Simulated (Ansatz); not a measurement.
The start is a relaxed AlN cell with every coordinate shifted by Gaussian noise of σ = 0.3 Å. The structure is fully relaxed (lattice and positions, P = 0) with PBEsol (plane waves to 420 eV, PAW, scalar-relativistic; Ansatz, a first-principles code). The first steps use a coarse 7×7×2 k-mesh.

The start:
```yaml
crystal:
  lattice:
    - [3.10029, 0.00000, 0.00000]
    - [-1.55014, 2.68493, 0.00000]
    - [0.00000, 0.00000, 15.10555]
  atoms:
    - { symbol: Al, position: [0.94859, 0.91951, 0.04262] }
    - { symbol: Al, position: [0.03231, 0.08169, 0.44921] }
    - { symbol: Al, position: [0.73075, 0.27511, 0.84239] }
    - { symbol: Al, position: [0.19125, 0.70277, 0.34435] }
    - { symbol: Al, position: [0.71330, 0.30556, 0.13548] }
    - { symbol: Al, position: [0.36530, 0.78544, 0.63682] }
    - { symbol: N, position: [0.05477, 0.95822, 0.86382] }
    - { symbol: N, position: [0.83778, 0.89806, 0.34866] }
    - { symbol: N, position: [0.72035, 0.22820, 0.68340] }
    - { symbol: N, position: [0.30397, 0.69623, 0.19139] }
    - { symbol: N, position: [0.60248, 0.36798, 0.04055] }
    - { symbol: N, position: [0.24224, 0.61387, 0.52148] }
```

Problem. How much energy is released per atom?

Solution. 1.84 eV/atom.

Problem. Does it find its way back to the structure it was made from?

Solution. It relaxes back to the parent, P6₃mc (No. 186).

Problem. How do the shortest distances between atoms change?

Solution. The closest pairs of elements (up to four, under 3.6 Å), start → end: Al–N 1.44 → 1.89 Å; Al–Al 2.17 → 3.08 Å; N–N 2.78 → 3.09 Å.

Problem. Is the relaxed structure metallic? Give its gap.

Solution. 3.69 eV, indirect (valence top at Γ, conduction bottom at M) (no spin-orbit coupling).

The end point of the relaxation:

Space group P6₃mc (No. 186); a = b = 3.100 Å, c = 15.106 Å, α = β = 90.00°, γ = 120.00°

| atom | site | symmetry | x | y | z |
|---|---|---|---|---|---|
| Al | 2a | 3m. | 0.0000 | 0.0000 | 0.4874 |
| Al | 2b | 3m. | 0.3333 | 0.6667 | 0.3216 |
| Al | 2b | 3m. | 0.6667 | 0.3333 | 0.1545 |
| N | 2a | 3m. | 0.0000 | 0.0000 | 0.3622 |
| N | 2b | 3m. | 0.3333 | 0.6667 | 0.1958 |
| N | 2b | 3m. | 0.6667 | 0.3333 | 0.0286 |

Final values are on a 10×10×2 k-mesh of the relaxed cell. No spin polarisation in the result.

The first start was generated by placing the elements on the sites of a structure type. A measured structure of AlN has the same space group, P6₃mc (No. 186); the sites were not compared with it.
